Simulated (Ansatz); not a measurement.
PbO$_{2}$:
```
CELL_PARAMETERS angstrom
      4.99785     0.00000     0.00000
      0.00000     4.99785     0.00000
      0.00000     0.00000     3.41096
ATOMIC_POSITIONS crystal
  Pb 0.00000 0.00000 0.00000
  Pb 0.50000 0.50000 0.50000
  O  0.30763 0.30763 0.00000
  O  0.69237 0.69237 0.00000
  O  0.19237 0.80763 0.50000
  O  0.80763 0.19237 0.50000
```

Relaxed with PBEsol.

Question: Which orbitals make up the states near the Fermi level in PBEsol in the plane-wave PAW code Ansatz?

Answer: Within 0.5 eV of the Fermi level: O 2p 96 %. Projections are on Löwdin-orthogonalised atomic valence shells; empty p or d shells of many metals are not among them.

Question: Tabulate the density of states.

Answer: States/eV per cell of 6 atoms, in 0.25 eV bins, energy from the Fermi level.

```csv
E (eV),total,O 2p,Pb 6s,Pb 6p
-7.85,1.43,0.65,0.70,0.02
-7.60,2.34,1.05,1.12,0.04
-7.35,2.00,0.89,0.92,0.04
-7.10,2.03,0.89,0.93,0.03
-6.85,1.49,0.67,0.65,0.03
-6.60,1.13,0.50,0.48,0.02
-6.35,1.03,0.46,0.42,0.02
-6.10,0.93,0.42,0.37,0.02
-5.85,0.81,0.37,0.31,0.02
-5.60,0.62,0.29,0.24,0.02
-5.35,0.43,0.20,0.16,0.01
-5.10,0.32,0.16,0.11,0.01
-4.85,0.25,0.12,0.08,0.01
-4.60,0.75,0.51,0.06,0.14
-4.35,1.65,1.19,0.06,0.33
-4.10,1.93,1.40,0.05,0.38
-3.85,2.82,2.07,0.05,0.57
-3.60,3.25,2.46,0.05,0.63
-3.35,4.37,3.37,0.04,0.80
-3.10,4.85,3.77,0.05,0.84
-2.85,3.19,2.50,0.03,0.50
-2.60,3.61,2.88,0.03,0.51
-2.35,2.92,2.35,0.03,0.38
-2.10,3.40,2.82,0.03,0.35
-1.85,3.54,2.98,0.04,0.32
-1.60,3.42,2.93,0.04,0.25
-1.35,3.45,3.11,0.02,0.15
-1.10,6.76,6.34,0.02,0.15
-0.85,7.58,7.26,0.02,0.06
-0.60,15.68,15.17,0.02,0.06
-0.35,6.41,6.22,0.01,0.03
-0.10,0.99,0.96,0.01,0.01
0.15,0.16,0.13,0.02,0.00
0.40,0.12,0.08,0.03,0.00
0.65,0.15,0.09,0.04,0.00
0.90,0.19,0.11,0.06,0.01
1.15,0.24,0.13,0.08,0.01
1.40,0.30,0.16,0.10,0.01
1.65,0.37,0.20,0.12,0.02
1.90,0.47,0.24,0.15,0.02
2.15,0.64,0.33,0.22,0.03
2.40,0.77,0.40,0.27,0.03
2.65,1.13,0.58,0.41,0.05
2.90,2.46,1.21,0.93,0.13
3.15,2.10,1.04,0.80,0.11
3.40,1.91,0.96,0.74,0.09
3.65,1.68,0.86,0.67,0.06
3.90,1.90,1.00,0.79,0.04
4.15,1.17,0.62,0.50,0.01
4.40,0.22,0.12,0.10,0.00
4.65,0.00,0.00,0.00,0.00
```

Space group P4_2/mnm (rutile). The PBEsol relaxation kept the symmetry of its start; of distortions, only those at the zone centre were tested. A small band overlap can be real or an error of a semilocal functional. Scalar-relativistic: spin–orbit coupling is off unless named, which matters more the heavier the elements.

Potentials: the later of the program's two PAW sets.
